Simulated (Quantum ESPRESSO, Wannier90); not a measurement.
Tight-binding from DFT: ScS (rock salt)

```
CELL_PARAMETERS angstrom
      0.00000     2.60879     2.60879
      2.60879     0.00000     2.60879
      2.60879     2.60879     0.00000
ATOMIC_POSITIONS crystal
  Sc 0.50000 0.50000 0.50000
  S  0.00000 0.00000 0.00000
```

Materials Project entry mp-1476; symmetrised, unrelaxed at this level. COD (Crystallography Open Database) has an entry of this formula and space group (matched by these alone). Method: PBEsol plane waves in Quantum ESPRESSO 7.5 (PseudoDojo norm-conserving files, 63 Ry, no spin polarisation, no spin-orbit coupling), Bloch states on a 10×10×10 mesh through Γ, Wannier90 4.0.1. Density: 10×10×10 mesh, cold smearing 0.01 Ry.

The plane-wave run has 22 bands and 17 electrons a cell. On the energy scale of pw.x, whose zero is arbitrary, the Fermi level lies at 12.01 eV.

Input w.win, without the blocks of cell, atoms and k-points (1000 lines):

```
num_bands = 17
num_wann = 8
exclude_bands = 1-5
num_iter = 1000
conv_tol = 1.0e-6
conv_window = 4
dis_num_iter = 1000
dis_conv_tol = 1.0e-6
dis_froz_max = 13.51
write_hr = true
write_u_matrices = true
begin projections
f=0.48753,0.49532,0.51320: d
f=-0.00290,-0.01415,0.01110: p
end projections
mp_grid = 11 10 10
```

Task: This input has a fault. Which, and what does the program do?

Result: wannier90.x -pp stops with:
```
Error: Wrong number of lines in block kpoints
```
The product of the three numbers of mp_grid differs from the number of lines in the kpoints block. Mended as below, all else unchanged, the run goes through (Ω_I = 13.3 Å²) and follows the plane-wave bands to 5.8 meV rms (states up to 1.0 eV relative to the Fermi level).
```
mp_grid = 10 10 10
```
